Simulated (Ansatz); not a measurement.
CuCl:
```xyz
2
Lattice="0.0000 2.7116 2.7116 2.7116 0.0000 2.7116 2.7116 2.7116 0.0000" Properties=species:S:1:pos:R:3 pbc="T T T"
Cu     0.0000     0.0000     0.0000
Cl     4.0674     4.0674     4.0674
```

Relaxed with PBE. Special points in fractions of this cell's reciprocal vectors: Γ (0.000, 0.000, 0.000); X (0.500, 0.000, 0.500); U (0.625, 0.250, 0.625); K (0.375, 0.375, 0.750); L (0.500, 0.500, 0.500); W (0.500, 0.250, 0.750).

Task: List the band energies nearest the valence-band maximum at these points for PBE in the plane-wave PAW code Ansatz.

Result: In eV from the valence-band maximum; about four levels below and three above (degenerate sets whole), none deeper than 8.9 eV; … stands for higher levels left out; points with the same levels are listed once.

```csv
k,below,above
Γ,-1.46 -1.46 0.00 0.00 0.00,0.52 …
X,-1.36 -1.28 -1.08 -1.08,3.43 4.42 8.72
U,-1.39 -1.31 -1.01 -0.86,4.19 5.07 8.02
L,-1.39 -1.39 -1.34 -0.55 -0.55,2.87 6.77 …
W,-1.56 -1.29 -1.10 -0.77,5.04 5.16 7.37
```

Space group F-43m (zinc blende). The PBE relaxation kept the symmetry of its start. The run is not spin-polarised.

Potentials: the earlier of the program's two PAW sets.
